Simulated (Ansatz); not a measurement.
(001) slab cut from the bulk of Bi2Te3, 15 Å of vacuum:

```yaml
crystal:
  lattice:
    - [4.38084, 0.00000, 0.00000]
    - [-2.19042, 3.79392, 0.00000]
    - [0.00000, 0.00000, 25.10777]
  atoms:
    - { symbol: Te, position: [0.66667, 0.33333, 0.29871] }
    - { symbol: Bi, position: [0.00000, 0.00000, 0.37902] }
    - { symbol: Te, position: [0.33333, 0.66667, 0.44766] }
    - { symbol: Te, position: [0.66667, 0.33333, 0.55234] }
    - { symbol: Bi, position: [0.00000, 0.00000, 0.62098] }
    - { symbol: Te, position: [0.33333, 0.66667, 0.70129] }
```

All numbers below come from DFT PBEsol, scalar-relativistic, plane waves, PAW (Ansatz 0.2.0). Plane waves to 420 eV, a k mesh through Γ of 9×9×1 on the computed 6-atom cell and Gaussian smearing (0.05 eV); no spin polarisation. The cell repeats along c with a dipole correction in the vacuum.

This base run converges in 9 iterations with a largest force of 1.072 eV/Å and a work function of 5.65 eV on the top face.

One setting at a time is then changed, some of them on purpose to poor values; changes count from the base run, energies are extrapolated to zero smearing, atoms stay where they are, a change of functional drops any dispersion correction, and risky runs are capped at 50 to 100 iterations. The slab isn't stoichiometric (BiTe2).

(1) What happens with k mesh 4×4×1?

(2) What happens with vacuum of 3 Å?

(3) What happens with functional LDA?

(4) What happens with occupations methfessel-paxton 0.2 eV?

(5) What happens with vacuum of 22 Å?

Spin-orbit coupling is left out, which matters for the bands of heavy elements. In some of the runs (vacuum 3) charge leaks into the vacuum, so their work functions can be off.

Answers

(1) It converges in 9 iterations; ΔE (meV/atom) +16.8, Δφ top (eV) -0.08, largest force (eV/Å) 1.087, largest change of a force (eV/Å) 0.099.

(2) It converges in 8 iterations; ΔE (meV/atom) -53.7, Δφ top (eV) -4.25, largest force (eV/Å) 1.047, largest change of a force (eV/Å) 0.479.

(3) It converges in 9 iterations; Δφ top (eV) +0.19, largest force (eV/Å) 1.020, largest change of a force (eV/Å) 0.115.

(4) It converges in 8 iterations; ΔE (meV/atom) -0.6, Δφ top (eV) 0.00, largest force (eV/Å) 1.087, largest change of a force (eV/Å) 0.016.

(5) It converges in 9 iterations; ΔE (meV/atom) 0.0, Δφ top (eV) 0.00, largest force (eV/Å) 1.072, largest change of a force (eV/Å) 0.000.

Cost: 10 runs of about 7.5 core-minutes in all, on AMD EPYC 7R43 (Zen 3) (shared hosts).